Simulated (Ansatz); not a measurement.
# TaAs: from a starting cell to a relaxed one

The start is a randomly generated symmetric cell of TaAs (space group No. 99). The cell and all atomic positions are relaxed at zero pressure with PBE (plane waves to 420 eV, PAW, scalar-relativistic; Ansatz, a quantum-chemistry and plane-wave program). The first steps use a coarse 5×5×8 k-mesh.

Initial structure:
```
TaAs
1.0
    5.30722     0.00000     0.00000
    0.00000     5.30722     0.00000
    0.00000     0.00000     2.74354
As Ta
2 2
Direct
  0.50000   0.00000   0.08863
  0.00000   0.50000   0.08863
  0.50000   0.50000   0.48029
  0.00000   0.00000   0.58712
```

```json
{
 "largest_initial_force": "about 0.2 eV/Å, on Ta4 (atoms numbered as listed)",
 "outcome": "The space group goes from P4mm (No. 99) to Pm-3m (No. 221); the end is CsCl type, with 2 atoms in the primitive cell",
 "energy_released": "0.64 eV/atom",
 "Shortest distances (start → end)": "The closest pairs of elements (up to four, under 3.6 Å), start → end: Ta–Ta 2.74 → 3.21 Å; As–As 2.74 → 3.21 Å; As–Ta 2.86 → 2.78 Å",
 "band_gap_at_the_end": "no gap (metallic)",
 "optimiser_moves": "12"
}
```

The end point of the relaxation:

Space group Pm-3m (No. 221); a = 3.214 Å, b = 3.214 Å, c = 3.214 Å, α = 90.00°, β = 90.00°, γ = 90.00°

| atom | site | symmetry | x | y | z |
|---|---|---|---|---|---|
| As | 1b | m-3m | 0.5000 | 0.5000 | 0.5000 |
| Ta | 1a | m-3m | 0.0000 | 0.0000 | 0.0000 |

Final values are on a 14×14×14 k-mesh of the relaxed cell. No spin polarisation in the result.

The run could not lose the symmetry of its start: the end is stationary, and may be a saddle point rather than a minimum.

The relaxed structure here is a generated cell of TaAs: the first start was made by a random draw of sites in a space group, and the end was not matched to a known phase here, so it may be hypothetical. Known forms of TaAs include space group No. 109.
